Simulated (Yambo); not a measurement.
# Convergence of the G0W0 gap of HgO

G0W0@PBEsol for HgO (space group P3_221, No. 154) in Yambo. Reference settings: 3×3×1 Γ-centred k mesh, bands 13 to 174 and a 7 Ry block in the screening, 174 bands in G with the Bruneval-Gonze terminator, plasmon pole fitted at 27.2 eV. The PBEsol gap Γ → Γ on this mesh is 1.49 eV; G0W0 gaps are taken between the same points.

```json
[
 {"change from the reference": "reference settings", "G0W0 gap Γ → Γ (eV)": "2.56", "shift of the valence edge (eV)": "-0.31", "rough Yambo cost": "1"},
 {"change from the reference": "79 bands in W, 79 bands in G", "G0W0 gap Γ → Γ (eV)": "2.59", "shift of the valence edge (eV)": "-0.16", "rough Yambo cost": "about 1/2"},
 {"change from the reference": "119 bands in W, 119 bands in G", "G0W0 gap Γ → Γ (eV)": "2.57", "shift of the valence edge (eV)": "-0.24", "rough Yambo cost": "within a factor of two"},
 {"change from the reference": "79 bands in G", "G0W0 gap Γ → Γ (eV)": "2.57", "shift of the valence edge (eV)": "-0.29", "rough Yambo cost": "–"},
 {"change from the reference": "119 bands in G", "G0W0 gap Γ → Γ (eV)": "2.56", "shift of the valence edge (eV)": "-0.30", "rough Yambo cost": "–"},
 {"change from the reference": "93 bands in W", "G0W0 gap Γ → Γ (eV)": "2.57", "shift of the valence edge (eV)": "-0.21", "rough Yambo cost": "within a factor of two"},
 {"change from the reference": "3 Ry block", "G0W0 gap Γ → Γ (eV)": "2.60", "shift of the valence edge (eV)": "-0.38", "rough Yambo cost": "within a factor of two"},
 {"change from the reference": "2 Ry block", "G0W0 gap Γ → Γ (eV)": "2.69", "shift of the valence edge (eV)": "-0.51", "rough Yambo cost": "within a factor of two"},
 {"change from the reference": "6 Ry block", "G0W0 gap Γ → Γ (eV)": "2.55", "shift of the valence edge (eV)": "-0.30", "rough Yambo cost": "within a factor of two"},
 {"change from the reference": "pole fitted at 40 eV", "G0W0 gap Γ → Γ (eV)": "2.58", "shift of the valence edge (eV)": "-0.35", "rough Yambo cost": "–"},
 {"change from the reference": "no random integration", "G0W0 gap Γ → Γ (eV)": "2.52", "shift of the valence edge (eV)": "-0.08", "rough Yambo cost": "–"},
 {"change from the reference": "79 bands in G, no terminator", "G0W0 gap Γ → Γ (eV)": "2.65", "shift of the valence edge (eV)": "0.32", "rough Yambo cost": "–"},
 {"change from the reference": "119 bands in G, no terminator", "G0W0 gap Γ → Γ (eV)": "2.61", "shift of the valence edge (eV)": "0.08", "rough Yambo cost": "–"},
 {"change from the reference": "no terminator", "G0W0 gap Γ → Γ (eV)": "2.60", "shift of the valence edge (eV)": "-0.09", "rough Yambo cost": "–"}
]
```

The reference isn't shown to be the converged limit. Costs are rough (shared machines), scaled to the same edge states, and given only for runs that recompute the screening. The mesh misses a band edge: along a dense path the PBEsol gap is 1.35 eV against 1.49 eV on the mesh.

Without spin-orbit coupling, band edges of such heavy elements can be off by tenths of an eV.

Geometry relaxed with PBE+D3(BJ); primitive cell a = b = 3.654 Å, c = 8.835 Å, α = β = 90.00°, γ = 120.00°.

The structure is a Materials Project entry; no match was found in the copy of COD used, and its stability was not checked.

A shift is the quasiparticle energy of the state minus its PBEsol energy.
